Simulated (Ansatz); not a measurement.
Structure relaxation, ZrO2

The start is a relaxed ZrO2 cell shaken by Gaussian noise of σ = 0.08 Å a coordinate. A full variable-cell relaxation at zero pressure is run with PBE (plane waves to 420 eV, PAW, scalar-relativistic; Ansatz, a first-principles code). The first steps use a coarse 5×5×7 k-mesh.

Starting cell:
```yaml
crystal:
  lattice:
    - [5.64350, 0.00000, 0.00000]
    - [-2.82175, 4.88741, 0.00000]
    - [0.00000, 0.00000, 3.31435]
  atoms:
    - { symbol: O, position: [0.28807, 0.00451, 0.97518] }
    - { symbol: O, position: [0.97206, 0.26918, 0.00811] }
    - { symbol: O, position: [0.74366, 0.73647, 0.05183] }
    - { symbol: O, position: [0.63025, 0.02736, 0.48011] }
    - { symbol: O, position: [0.99524, 0.60025, 0.49577] }
    - { symbol: O, position: [0.39011, 0.40947, 0.48889] }
    - { symbol: Zr, position: [0.01305, 0.99529, 0.48622] }
    - { symbol: Zr, position: [0.37092, 0.70188, 0.96773] }
    - { symbol: Zr, position: [0.65378, 0.31951, 0.00268] }
```

How large is the pressure on the unrelaxed cell, and of which sign?

+9.2 GPa (positive: the cell is compressed).

By how much does the energy per atom fall from start to end?

0.20 eV/atom.

Is the parent structure recovered?

It relaxes back to the parent, P-62m (No. 189).

How do the shortest distances between atoms change?

The closest pairs of elements (up to four, under 3.6 Å), start → end: O–Zr 1.94 → 2.11 Å; O–O 2.32 → 2.51 Å; Zr–Zr 3.02 → 3.26 Å.

What band gap does the relaxed structure have at this level?

1.81 eV, direct at Γ (no spin-orbit coupling).

The end point of the relaxation:

Space group P-62m (No. 189); a = 5.643 Å, b = 5.643 Å, c = 3.315 Å, α = 90.00°, β = 90.00°, γ = 120.00°

```
atom  site  symmetry       x       y       z
----  ----  --------  ------  ------  ------
O       3g       m2m  0.7388  0.7388  0.5000
O       3f       m2m  0.0000  0.5964  0.0000
Zr      1a      -62m  0.0000  0.0000  0.0000
Zr      2d      -6..  0.3333  0.6667  0.5000
```

Final values are on a 7×7×10 k-mesh of the relaxed cell. No spin polarisation in the result.

The relaxed structure here is a generated cell of ZrO2: the first start was made by placing the elements on the sites of a structure type, and the end was not matched to a known phase here, so it may be hypothetical. Known forms of ZrO2 include space group No. 14, 137, 225.
